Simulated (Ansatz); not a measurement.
# Structures of Ge3I: which is lowest?

Plane-wave DFT in Ansatz with scalar-relativistic PAW potentials, cutoff 420 eV, Γ-centred meshes chosen by cell and gap, Gaussian smearing with energies taken to zero width. Every cell was relaxed (cell and atoms) in a run of its own, within the symmetry of its start. Functional: PBE.

Relaxed structures (starts from databases or built by putting these elements on another compound's sites):
A. P4/mmm, 4 atoms in the computed cell, a = 5.211 Å, c = 3.461 Å; sites (symmetry × multiplicity) Ge 4/mmm × 1 + mmm. × 2, I 4/mmm × 1; start: built
B. I4/mmm, 4 atoms in the computed cell, a = 4.267 Å, c = 10.631 Å; sites (symmetry × multiplicity) Ge -4m2 × 4 + 4/mmm × 2, I 4/mmm × 2; start: built

**Question.** Rank them by energy. Could pressure change the order?

**Answer.**
| structure | group | E − E(lowest) (meV/atom) | V (Å³/atom) | gap on mesh (eV) |
| --- | --- | --- | --- | --- |
| A | P4/mmm | 0.0 | 23.50 | 0.00 |
| B | I4/mmm | 84 | 24.19 | 0.00 |

A is lowest, 84 meV/atom under B. The lowest is also the densest of these, so pressure wouldn't bring one of the others in at first order. Other structures may lie lower than all of these, and vibrations aren't counted.

Spin-orbit coupling is left out, which matters for the bands of heavy elements. Spin polarisation was left out, and a magnetic state may lie lower.